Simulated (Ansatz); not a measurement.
Data:

O:
```
O
1.0
    4.37655     0.00000     0.00000
    0.00000     3.48020     0.00000
   -2.12970     0.00000     4.06931
O
4
Cartesian
  3.84838   0.00000   0.29055
 -1.60154   0.00000   3.77876
  0.59526   1.74010   2.32520
  1.65159   1.74010   1.74410
```
Starting moments (μB, in the order of the atoms O O O O): 1.0 1.0 -1.0 -1.0.

This is the r²SCAN-relaxed structure. Tensor components refer to the Cartesian frame of this cell.

**Question.** All from the program Ansatz at the r²SCAN level (PAW), unless another level is named. Estimate the smallest direct gap on the standard path.

**Answer.** 2.73 eV.

**Question.** Predict the valence-band maximum.

**Answer.** at Γ.

**Question.** Predict the conduction-band minimum.

**Answer.** at E (k = 0.500, 0.500, 0.500).

Space group C2/m (α-O2). The r²SCAN relaxation kept the symmetry of its start, as lowered by the spin order. Spin order of the final state: antiferromagnetic, chosen from 5 collinear starts compared on coarse meshes (ties went to the first, and starts can fall back to one state), not a proven ground state. Textbook magnetic order: antiferromagnetic. The substance is a gas or liquid at ambient conditions; this is its low-temperature solid. Other orbital occupations within this spin state were not tried. No Hubbard U is applied. A crystal of weakly bound units computed without a dispersion correction: the cell and the soft elastic constants depend strongly on that. Point labels and valley counts follow the cell and symmetry of the run, lower than the named group.

Potentials: the later of the program's two PAW sets.
